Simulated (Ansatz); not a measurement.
ZnGeAs₂ (chalcopyrite, I-42d), r²SCAN in the plane-wave PAW code Ansatz. The conduction-band minimum lies at Γ, with 1 equivalent valley. Second derivatives d²E/dk² of the lowest band at one valley (eV·Å²), along Cartesian directions:

```tsv
direction	d²E/dk²
[100]	176.1
[010]	176.1
[001]	198.1
[110]	175.9
[101]	186.9
[011]	186.9
```

Task: Find the principal effective masses, the density-of-states mass and the conductivity mass.

Result: Off-diagonal terms follow from H_xy = H[110] − (H_xx + H_yy)/2, and m*/mₑ = 7.620 eV·Å² over each eigenvalue: 0.038, 0.043, 0.043. One valley's DOS mass (m₁m₂m₃)^(1/3) = 0.042, conductivity mass 3/(Σ 1/mᵢ) = 0.042 mₑ.

Task: What effective density of states Nc follows at 300 K for parabolic valleys?

Result: Nc = 2.509e19 × 1 × (0.042)^(3/2) ≈ 2.2e17 cm⁻³.

The workflow started from an entry of the Crystallography Open Database (COD). Its standing as an ambient phase is unchecked. The r²SCAN relaxation kept the symmetry of its start; its stability against distortions is not shown here. Spin–orbit coupling is left out wherever it is not named.

Potentials: the later of the program's two PAW sets.

Edges and masses are those of Kohn–Sham bands, whose gap is no quasiparticle gap.
